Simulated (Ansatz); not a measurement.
PbO₂:
```yaml
crystal:
  lattice:
    - [5.08153, 0.00000, 0.00000]
    - [0.00000, 5.08153, 0.00000]
    - [0.00000, 0.00000, 3.44358]
  atoms:
    - { symbol: Pb, position: [0.00000, 0.00000, 0.00000] }
    - { symbol: Pb, position: [0.50000, 0.50000, 0.50000] }
    - { symbol: O, position: [0.30795, 0.30795, 0.00000] }
    - { symbol: O, position: [0.69205, 0.69205, 0.00000] }
    - { symbol: O, position: [0.19205, 0.80795, 0.50000] }
    - { symbol: O, position: [0.80795, 0.19205, 0.50000] }
```

Relaxed with PBE. Special points in fractions of this cell's reciprocal vectors: Γ (0.000, 0.000, 0.000); X (0.000, 0.500, 0.000); M (0.500, 0.500, 0.000); Z (0.000, 0.000, 0.500); R (0.000, 0.500, 0.500); A (0.500, 0.500, 0.500).

**Question.** List the band energies nearest the Fermi level at these points for PBE in the plane-wave PAW code Ansatz.

**Answer.** In eV from the Fermi level; about four levels below and three above (degenerate sets whole), none deeper than 8.9 eV; points with the same levels are listed once.

```
k                    below                above
-  -----------------------  -------------------
Γ  -0.63 -0.63 -0.55 -0.55  0.09 3.89 5.76 5.76
X  -0.65 -0.65 -0.36 -0.36  2.08 2.08 6.35 6.35
M  -0.68 -0.68 -0.46 -0.46  2.48 2.48 6.53 6.53
Z  -1.01 -1.01 -0.73 -0.73  3.40 3.40 8.60 8.60
R  -0.70 -0.70 -0.27 -0.27  3.67 3.67 7.02 7.02
A  -0.62 -0.62 -0.48 -0.48  2.55 2.55 8.13 8.13
```

Space group P4_2/mnm (rutile). The cell was relaxed with PBE under the symmetry of its start. Scalar-relativistic: spin–orbit coupling is off unless named, which matters more the heavier the elements.

Potentials: the later of the program's two PAW sets.
